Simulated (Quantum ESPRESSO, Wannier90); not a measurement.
**Tight-binding from DFT: NbPd3 (I4/mmm)**

Cell from Materials Project (mp-1135), symmetrised, no further relaxation. COD (Crystallography Open Database) has the formula in 2 space groups, this one among them (matched by group alone). Level: PBEsol, no spin polarisation, no spin-orbit coupling; pw.x of Quantum ESPRESSO at 66 Ry with PseudoDojo potentials, 4×4×4 k-points, Wannier90. Density: 12×12×12 mesh, cold smearing 0.01 Ry.

On the energy scale of pw.x, whose zero is arbitrary, the Fermi level lies at 20.05 eV.

Input w.win:

```
num_bands = 3
num_wann = 3
exclude_bands = 4-57
num_iter = 1000
conv_tol = 1.0e-6
conv_window = 4
write_hr = true
write_u_matrices = true
auto_projections = true
begin unit_cell_cart
ang
    3.9165400000    0.0000000000    0.0000000000
    0.0000000000    3.9165400000    0.0000000000
   -1.9582700000   -1.9582700000    4.0180300000
end unit_cell_cart
begin atoms_frac
Nb   0.0000000000  0.0000000000  0.0000000000
Pd   0.5000000000  0.5000000000  0.0000000000
Pd   0.2500000000 -0.2500000000  0.5000000000
Pd  -0.2500000000  0.2500000000  0.5000000000
end atoms_frac
mp_grid = 4 4 4
begin kpoints
0.0000000000 0.0000000000 0.0000000000
0.0000000000 0.0000000000 0.2500000000
0.0000000000 0.0000000000 0.5000000000
... (61 more lines: the 4x4x4 mesh through Gamma)
end kpoints
```

Input of pw2wannier90.x that gives the overlap and projection files (equivalent; here they were cut from one run over all bands):

```
&inputpp
  outdir = './out'
  prefix = 'pwscf'
  seedname = 'w'
  write_amn = .true.
  write_mmn = .true.
  atom_proj = .true.
  atom_proj_exclude = 1 2 3 4 5 6 7 8 9 10 12 13 14 15 16 17 18 19 21 22 23 24 25 26 27 28 30 31 32 33 34 35 36 37
/
```

Output w.wout (banner and timings cut):

```
                                    ------
                                    SYSTEM
                                    ------

                              Lattice Vectors (Ang)
                    a_1     3.916540   0.000000   0.000000
                    a_2     0.000000   3.916540   0.000000
                    a_3    -1.958270  -1.958270   4.018030

                   Unit Cell Volume:      61.63371  (Ang^3)

                        Reciprocal-Space Vectors (Ang^-1)
                    b_1     1.604269  -0.000000   0.781874
                    b_2    -0.000000   1.604269   0.781874
                    b_3     0.000000   0.000000   1.563748

 *----------------------------------------------------------------------------*
 |   Site       Fractional Coordinate          Cartesian Coordinate (Ang)     |
 +----------------------------------------------------------------------------+
 | nb   1   0.00000   0.00000   0.00000   |    0.00000   0.00000   0.00000    |
 | pd   1   0.50000   0.50000   0.00000   |    1.95827   1.95827   0.00000    |
 | pd   2   0.25000  -0.25000   0.50000   |    0.00000  -1.95827   2.00902    |
 | pd   3  -0.25000   0.25000   0.50000   |   -1.95827   0.00000   2.00902    |
 *----------------------------------------------------------------------------*
                                ------------
                                K-POINT GRID
                                ------------

             Grid size =  4 x  4 x  4      Total points =   64

 *---------------------------------- MAIN ------------------------------------*
 |  Number of Wannier Functions               :                 3             |
 |  Number of Objective Wannier Functions     :                 3             |
 |  Number of input Bloch states              :                 3             |
 |  Output verbosity (1=low, 5=high)          :                 1             |
 |  Timing Level (1=low, 5=high)              :                 1             |
 |  Optimisation (0=memory, 3=speed)          :                 3             |
 |  Length Unit                               :               Ang             |
 |  Post-processing setup (write *.nnkp)      :                 F             |
 |  Using Gamma-only branch of algorithms     :                 F             |
 *----------------------------------------------------------------------------*
 *------------------------------- WANNIERISE ---------------------------------*
 |  Total number of iterations                :              1000             |
 |  Number of CG steps before reset           :                 5             |
 |  Trial step length for line search         :             2.000             |
 |  Convergence tolerence                     :         0.100E-05             |
 |  Convergence window                        :                 4             |
 |  Iterations between writing output         :                 1             |
 |  Iterations between backing up to disk     :               100             |
 |  Write r^2_nm to file                      :                 F             |
 |  Write xyz WF centres to file              :                 F             |
 |  Write on-site energies <0n|H|0n> to file  :                 F             |
 |  Use guiding centre to control phases      :                 F             |
 |  Use phases for initial projections        :                 F             |
 *----------------------------------------------------------------------------*
 *-------------------------------- PLOTTING ----------------------------------*
 |  Plotting Hamiltonian in WF basis          :                 T             |
 *----------------------------------------------------------------------------*

       ... (k-mesh section left out)

 Starting a new Wannier90 calculation ...

 Reading overlaps from w.mmn

 Reading projections from w.amn

 *------------------------------- WANNIERISE ---------------------------------*
 +--------------------------------------------------------------------+<-- CONV
 | Iter  Delta Spread     RMS Gradient      Spread (Ang^2)            |<-- CONV
 +--------------------------------------------------------------------+<-- CONV

 ------------------------------------------------------------------------------
 Initial State
  WF centre and spread    1  (  1.958270,  1.958270,  0.000000 )     0.27780915
  WF centre and spread    2  (  0.000000, -1.958270,  2.009015 )     0.27768679
  WF centre and spread    3  ( -1.958270,  0.000000,  2.009015 )     0.27768679
  Sum of centres and spreads ( -0.000000,  0.000000,  4.018030 )     0.83318273

      0     0.833E+00     0.0000000000        0.8331827253  <-- CONV
        O_D=      0.0000000 O_OD=      0.0000002 O_TOT=      0.8331827 <-- SPRD
 ------------------------------------------------------------------------------
      1    -0.211E-13     0.0000008191        0.8331827253  <-- CONV
        O_D=      0.0000000 O_OD=      0.0000002 O_TOT=      0.8331827 <-- SPRD
      2    -0.140E-11     0.0000008133        0.8331827253  <-- CONV
        O_D=      0.0000000 O_OD=      0.0000002 O_TOT=      0.8331827 <-- SPRD
      3    -0.666E-15     0.0000002162        0.8331827253  <-- CONV
        O_D=      0.0000000 O_OD=      0.0000002 O_TOT=      0.8331827 <-- SPRD
      4    -0.233E-14     0.0000002142        0.8331827253  <-- CONV
        O_D=      0.0000000 O_OD=      0.0000002 O_TOT=      0.8331827 <-- SPRD
             <<<     Delta < 1.000E-06  over  4 iterations     >>>
             <<< Wannierisation convergence criteria satisfied >>>
 Final State
  WF centre and spread    1  (  1.958270,  1.958270,  0.000000 )     0.27780915
  WF centre and spread    2  (  0.000000, -1.958270,  2.009015 )     0.27768679
  WF centre and spread    3  ( -1.958270,  0.000000,  2.009015 )     0.27768679
  Sum of centres and spreads ( -0.000000,  0.000000,  4.018030 )     0.83318273

         Spreads (Ang^2)       Omega I      =     0.833182534
        ================       Omega D      =     0.000000000
                               Omega OD     =     0.000000191
    Final Spread (Ang^2)       Omega Total  =     0.833182725
```
